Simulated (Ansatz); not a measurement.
TeO2:
```
CELL_PARAMETERS angstrom
      4.43337     0.00000     0.00000
      0.00000     4.88285     0.00000
      0.00000     0.00000     8.78387
ATOMIC_POSITIONS crystal
  Te 0.38144 0.03217 0.60250
  Te 0.11856 0.96783 0.10250
  Te 0.88144 0.46783 0.39750
  Te 0.61856 0.53217 0.89750
  O  0.77460 0.14286 0.53971
  O  0.72540 0.85714 0.03971
  O  0.27460 0.35714 0.46029
  O  0.22540 0.64286 0.96029
  O  0.17102 0.75354 0.27543
  O  0.32898 0.24646 0.77543
  O  0.67102 0.74646 0.72457
  O  0.82898 0.25354 0.22457
```

Relaxed with r²SCAN.

Q: Map the electron localisation function on the plane through (0.119, 0.968, 0.102) spanned by u = [1, 0, 1] and v = [1, 1, -1] in lattice vectors, from plane-wave PAW r²SCAN (Ansatz code).

A: x is the fraction of u, y of v (the angle between them is 122°; rows are the nearest grid lines); atoms in the plane: Te at (0.00, 0.00), O at (0.76, 0.40), O at (0.94, 0.27), O at (0.41, 0.29).
```
y \ x   0.000  0.100  0.175  0.275  0.375  0.450  0.550  0.625  0.725  0.825  0.900   1.00
------  -----  -----  -----  -----  -----  -----  -----  -----  -----  -----  -----  -----
1.00    0.054  0.311  0.332  0.019  0.398  0.299  0.096  0.385  0.034  0.101  0.347  0.054
0.925   0.303  0.796  0.722  0.407  0.589  0.360  0.762  0.634  0.179  0.752  0.367  0.303
0.850   0.588  0.747  0.067  0.869  0.623  0.252  0.510  0.116  0.819  0.779  0.263  0.588
0.775   0.170  0.211  0.032  0.516  0.088  0.046  0.208  0.143  0.764  0.531  0.022  0.170
0.700   0.701  0.766  0.027  0.008  0.027  0.621  0.777  0.218  0.066  0.010  0.542  0.701
0.625   0.786  0.068  0.096  0.015  0.548  0.782  0.815  0.080  0.023  0.090  0.805  0.786
0.550   0.088  0.149  0.160  0.142  0.454  0.810  0.097  0.054  0.033  0.056  0.190  0.088
0.450   0.017  0.160  0.593  0.798  0.028  0.024  0.040  0.035  0.770  0.858  0.181  0.017
0.375   0.581  0.335  0.662  0.754  0.362  0.807  0.381  0.295  0.477  0.724  0.089  0.581
0.300   0.789  0.219  0.650  0.040  0.817  0.531  0.256  0.314  0.530  0.152  0.790  0.789
0.225   0.705  0.022  0.016  0.369  0.867  0.567  0.243  0.354  0.050  0.508  0.800  0.705
0.150   0.143  0.816  0.295  0.090  0.121  0.172  0.772  0.870  0.030  0.399  0.485  0.143
0.0750  0.607  0.644  0.350  0.007  0.049  0.633  0.775  0.285  0.008  0.010  0.188  0.607
0.000   0.054  0.311  0.332  0.019  0.398  0.299  0.096  0.385  0.034  0.101  0.347  0.054
```

The density is the valence pseudo-density with augmentation charge, so density and ELF within about 1 Å of a nucleus are not all-electron values.

Space group P2_12_12_1. The workflow started from a Materials Project entry (that database holds measured and hypothetical structures alike); the Crystallography Open Database files this formula in space group No. 19, but the cells were not matched. Whether it is the stable phase at ambient conditions was not checked. The cell was relaxed with r²SCAN under the symmetry of its start; whether a distortion lowers the energy is not shown. Spin–orbit coupling is left out wherever it is not named.

Potentials: the later of the program's two PAW sets.
